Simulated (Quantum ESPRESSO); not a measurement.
```xyz
2
Lattice="4.1531 0.0000 0.0000 0.0000 4.1531 0.0000 0.0000 0.0000 4.1531" Properties=species:S:1:pos:R:3 pbc="T T T"
Br     2.0766     2.0766     2.0766
Rb     0.0000     0.0000     0.0000
```

The PBEsol cell relaxed from Materials Project entry mp-23303 was given an isotropic strain of +2 % on all lattice vectors, and the atoms were relaxed again.

### Question
What does norm-conserving PBEsol (Quantum ESPRESSO, 46 Ry, without SOC) give for the electronic structure near the Fermi level?

### Answer
The PBEsol gap is indirect, 3.84 eV, from M to Γ; the smallest direct gap is 4.00 eV. Spin-orbit splittings are left out.

This is not the ordinary phase of the substance; no match was found in the copy of COD used, and its stability was not checked.
